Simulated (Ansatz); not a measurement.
Input:

GeSb4Te7:
```yaml
crystal:
  lattice:
    - [4.27305, 0.00000, 0.00000]
    - [-2.13653, 3.70057, 0.00000]
    - [0.00000, 0.00000, 24.25439]
  atoms:
    - { symbol: Ge, position: [0.00000, 0.00000, 0.50000] }
    - { symbol: Sb, position: [0.66667, 0.33333, 0.91819] }
    - { symbol: Sb, position: [0.33333, 0.66667, 0.08181] }
    - { symbol: Sb, position: [0.33333, 0.66667, 0.34822] }
    - { symbol: Sb, position: [0.66667, 0.33333, 0.65178] }
    - { symbol: Te, position: [0.33333, 0.66667, 0.84807] }
    - { symbol: Te, position: [0.66667, 0.33333, 0.15193] }
    - { symbol: Te, position: [0.00000, 0.00000, 0.72166] }
    - { symbol: Te, position: [0.00000, 0.00000, 0.27834] }
    - { symbol: Te, position: [0.66667, 0.33333, 0.43086] }
    - { symbol: Te, position: [0.33333, 0.66667, 0.56914] }
    - { symbol: Te, position: [0.00000, 0.00000, 0.00000] }
```

This is the r²SCAN+D4-relaxed structure. x, y and z are the axes in which the lattice vectors are written.

All from r²SCAN+D4 (plane waves, PAW; program Ansatz), unless another level is named. Give the formation energy from the elements (no fitted shifts).

-0.11 eV/atom.

What about the smallest direct gap on the standard path?

0.43 eV.

Next, the conduction-band minimum?

off the standard path, at k = (-0.070, 0.000, 0.251).

Give the valence-band maximum.

at A.

Space group P-3m1. The workflow started from a Materials Project entry (that database holds measured and hypothetical structures alike); the Crystallography Open Database copy checked does not list it. Its standing as an ambient phase is unchecked. Symmetry was held in the r²SCAN+D4 relaxation; its stability against distortions is not shown here. The references are the lowest solids computed at this level, not always the standard phases. Scalar-relativistic: spin–orbit coupling is off unless named, which matters more the heavier the elements.

Potentials: the later of the program's two PAW sets.
